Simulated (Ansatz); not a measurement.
The start is a generated cell, SiS2 built in the marcasite structure type. A full variable-cell relaxation at zero pressure is run with r2SCAN (plane waves to 500 eV, PAW, scalar-relativistic; Ansatz, a first-principles code). First-step values are on the input's coarse k-mesh.

Ansatz input (later rounds restart from its end on a renewed k-mesh):
Ansatz 0.2 input:
```yaml
crystal:
  lattice:
    - [4.418785, 0, 0]
    - [0, 5.393093, 0]
    - [0, 0, 3.366731]
  atoms:
    - { symbol: Si, position: [0, 0, 0] }
    - { symbol: Si, position: [0.5, 0.5, 0.5] }
    - { symbol: S, position: [0.2004, 0.3787, 0] }
    - { symbol: S, position: [0.7004, 0.1213, 0.5] }
    - { symbol: S, position: [0.2996, 0.8787, 0.5] }
    - { symbol: S, position: [0.7996, 0.6213, 0] }
basis: { ecutwfc: 500, ecutrho_ratio: 4, xc_grid: 4, fft_grid_basis: typed }
kpoints: { mp_grid: { grid: [5, 5, 7] } }
hamiltonian:
  xc: r2scan
  dispersion: none
  pseudopotentials: { kind: paw }
scf: { occupations: { method: fermi_dirac, width: 0.05 } }
relax: { f_tol: 0.01, max_steps: 100, cell: { stress_tol: 0.02 } }
output: { forces: true, stress: true }
```

Q: What pressure does the first self-consistent step give?

A: +29.9 GPa (positive: the cell is compressed).

Q: How much energy is released per atom?

A: 0.81 eV/atom.

Q: How does the volume per atom move from start to end?

A: +28.6 %, from 13.37 to 17.20 Å³/atom.

Q: How do the shortest distances between atoms change?

A: The closest pairs of elements (up to four, under 3.6 Å), start → end: S–S 2.20 → 3.02 Å; S–Si 2.23 → 2.23 Å; Si–Si 3.37 → 3.29 Å.

Q: Is the relaxed structure metallic? Give its gap.

A: 1.06 eV, indirect (valence top at or next to Γ, conduction bottom at k = (0, 0, 0.4)) (no spin-orbit coupling).

Q: What does it relax into? Give the structure.

A: 
```cif
data_S4Si2
_chemical_formula_sum 'Si2 S4'
_space_group_name_H-M_alt 'Pnnm'
_space_group_IT_number 58
_space_group_name_Hall '-P 2 2n'
_cell_length_a 5.36791
_cell_length_b 5.83851
_cell_length_c 3.29232
_cell_angle_alpha 90.000
_cell_angle_beta 90.000
_cell_angle_gamma 90.000
loop_
_space_group_symop_operation_xyz
  'x, y, z'
  '-x, -y, -z'
  '-x, -y, z'
  'x, y, -z'
  'x+1/2, -y+1/2, -z+1/2'
  '-x+1/2, y+1/2, z+1/2'
  '-x+1/2, y+1/2, -z+1/2'
  'x+1/2, -y+1/2, z+1/2'
loop_
_atom_site_label
_atom_site_type_symbol
_atom_site_symmetry_multiplicity
_atom_site_Wyckoff_symbol
_atom_site_fract_x
_atom_site_fract_y
_atom_site_fract_z
_atom_site_occupancy
Si1 Si 2 a 0.00000 0.00000 0.00000 1
S1 S 4 g 0.22859 0.15018 0.50000 1
```

The space group stays Pnnm (No. 58) (the run could not lower it); the end is AFLOW prototype AB2_oP6_58_a_g (as in Fe2C), with 6 atoms in the primitive cell. Final values are on a 6×6×10 k-mesh of the relaxed cell. No spin polarisation in the result.

The run could not lower the symmetry of its start; a shaken copy of this end point relaxes with r2SCAN to I-42d (No. 122), 344 meV/atom lower.

The relaxed structure here is a generated cell of SiS2: the first start was made by placing the elements on the sites of a structure type, and the end was not matched to a known phase here, so it may be hypothetical.
